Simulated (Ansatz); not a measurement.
TaAl3 in space group I4/mmm (No. 139; Ta on 2a, Al on 2b, Al on 4d) at seven volumes, LDA (plane waves, PAW; program Ansatz), shape and atoms relaxed at each. One row is withheld.

| V (Å³/atom) | P (GPa) |
|---|---|
| 13.834 | 16.48 |
| 14.290 | ? |
| 14.746 | 4.68 |
| 15.203 | 0.00 |
| 15.659 | -4.02 |
| 16.115 | -7.48 |
| 16.571 | -10.44 |

Problem. Fit the shown pressures and predict the withheld one.

Solution. P = (3/2)B₀(x^(7/2) − x^(5/2))[1 + (3/4)(B′ − 4)(x − 1)] with x = (V₀/V)^(2/3). Least squares on the six rows gives V₀ = 15.203 Å³/atom, B₀ = 144 GPa, B′ = 4.05. At V = 14.290, x = 1.0422 and P = 10.11 GPa. The run itself gave 10.14 GPa.

The workflow started from a Materials Project entry (that database holds measured and hypothetical structures alike); the Crystallography Open Database files this formula in space group No. 139, but the cells were not matched. Its standing as an ambient phase is unchecked. The LDA relaxation kept the symmetry of its start; of distortions, only those at the zone centre were tested. The run is not spin-polarised. Scalar-relativistic: spin–orbit coupling is off unless named, which matters more the heavier the elements.

Potentials: the later of the program's two PAW sets.
